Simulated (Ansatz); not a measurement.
WS₂:
```cif
data_S4W2
_chemical_formula_sum 'S4 W2'
_space_group_name_H-M_alt 'P 1'
_space_group_IT_number 1
_cell_length_a 6.49176
_cell_length_b 6.49176
_cell_length_c 5.69963
_cell_angle_alpha 66.981
_cell_angle_beta 113.019
_cell_angle_gamma 151.364
loop_
_space_group_symop_operation_xyz
  'x, y, z'
loop_
_atom_site_label
_atom_site_type_symbol
_atom_site_fract_x
_atom_site_fract_y
_atom_site_fract_z
_atom_site_occupancy
S1 S 0.86314 0.13686 0.18264 1
S2 S 0.39944 0.60056 0.71699 1
S3 S 0.60056 0.39944 0.28301 1
S4 S 0.13686 0.86314 0.81736 1
W1 W 0.24349 0.75651 0.29499 1
W2 W 0.75651 0.24349 0.70501 1
```

Relaxed with PBE+D3(BJ).

### Question
Which orbitals make up the states near the Fermi level in PBE+D3(BJ) in the plane-wave PAW code Ansatz?

### Answer
Within 0.5 eV of the Fermi level: W 5d 48 %, S 3p 47 %. Projections are on Löwdin-orthogonalised atomic valence shells; empty p or d shells of many metals are not among them.

### Question
Tabulate the density of states.

### Answer
States/eV per cell of 6 atoms, in 0.25 eV bins, energy from the Fermi level.

| E (eV) | total | S 3p | W 5d | S 3s |
|---|---|---|---|---|
| -7.85 | 0.00 | 0.00 | 0.00 | 0.00 |
| -7.60 | 0.00 | 0.00 | 0.00 | 0.00 |
| -7.35 | 0.00 | 0.00 | 0.00 | 0.00 |
| -7.10 | 0.09 | 0.05 | 0.02 | 0.01 |
| -6.85 | 1.39 | 0.79 | 0.35 | 0.04 |
| -6.60 | 2.14 | 1.22 | 0.54 | 0.08 |
| -6.35 | 3.07 | 1.77 | 0.82 | 0.12 |
| -6.10 | 4.05 | 2.36 | 1.12 | 0.17 |
| -5.85 | 3.62 | 2.17 | 1.05 | 0.15 |
| -5.60 | 4.31 | 2.74 | 1.19 | 0.15 |
| -5.35 | 3.78 | 2.46 | 0.98 | 0.14 |
| -5.10 | 3.60 | 2.33 | 0.93 | 0.16 |
| -4.85 | 3.14 | 1.97 | 0.84 | 0.16 |
| -4.60 | 4.62 | 2.78 | 1.30 | 0.29 |
| -4.35 | 5.09 | 3.02 | 1.52 | 0.31 |
| -4.10 | 5.78 | 3.55 | 1.77 | 0.25 |
| -3.85 | 7.96 | 4.75 | 2.73 | 0.26 |
| -3.60 | 4.70 | 2.82 | 1.56 | 0.16 |
| -3.35 | 4.53 | 2.74 | 1.54 | 0.12 |
| -3.10 | 4.40 | 2.92 | 1.26 | 0.10 |
| -2.85 | 4.94 | 3.44 | 1.24 | 0.11 |
| -2.60 | 4.84 | 3.39 | 1.17 | 0.13 |
| -2.35 | 4.22 | 3.01 | 0.98 | 0.11 |
| -2.10 | 4.16 | 3.00 | 0.94 | 0.08 |
| -1.85 | 3.56 | 2.53 | 0.85 | 0.07 |
| -1.60 | 3.58 | 2.33 | 1.10 | 0.06 |
| -1.35 | 4.68 | 2.52 | 1.95 | 0.07 |
| -1.10 | 5.01 | 2.31 | 2.47 | 0.09 |
| -0.85 | 4.11 | 1.75 | 2.15 | 0.09 |
| -0.60 | 2.80 | 1.21 | 1.45 | 0.06 |
| -0.35 | 2.18 | 1.01 | 1.07 | 0.05 |
| -0.10 | 1.91 | 0.91 | 0.93 | 0.03 |
| 0.15 | 1.60 | 0.86 | 0.68 | 0.02 |
| 0.40 | 1.24 | 0.52 | 0.65 | 0.02 |
| 0.65 | 1.42 | 0.48 | 0.86 | 0.02 |
| 0.90 | 1.58 | 0.48 | 1.02 | 0.01 |
| 1.15 | 1.57 | 0.50 | 1.00 | 0.01 |
| 1.40 | 1.55 | 0.45 | 1.03 | 0.01 |
| 1.65 | 1.48 | 0.35 | 1.05 | 0.01 |
| 1.90 | 1.55 | 0.29 | 1.18 | 0.01 |
| 2.15 | 2.43 | 0.42 | 1.86 | 0.02 |
| 2.40 | 4.25 | 0.86 | 3.10 | 0.06 |
| 2.65 | 5.67 | 1.42 | 3.78 | 0.13 |
| 2.90 | 6.58 | 1.89 | 4.10 | 0.18 |
| 3.15 | 5.69 | 1.69 | 3.32 | 0.20 |
| 3.40 | 3.81 | 1.18 | 2.11 | 0.12 |
| 3.65 | 3.76 | 1.37 | 1.83 | 0.13 |
| 3.90 | 4.38 | 1.71 | 2.06 | 0.13 |
| 4.15 | 3.80 | 1.55 | 1.73 | 0.11 |
| 4.40 | 2.92 | 1.16 | 1.28 | 0.11 |
| 4.65 | 2.79 | 1.05 | 1.16 | 0.13 |

Space group C2/m. The start of the workflow was typed in or built on a structure type; neither database checked (COD, Materials Project) lists it. It is not the phase usual at ambient conditions (space group No. 194). The cell was relaxed with PBE+D3(BJ) under the symmetry of its start; its stability against distortions is not shown here. The workflow began spin-polarised and lost its moments. Scalar-relativistic: spin–orbit coupling is off unless named, which matters more the heavier the elements.

Potentials: the earlier of the program's two PAW sets.
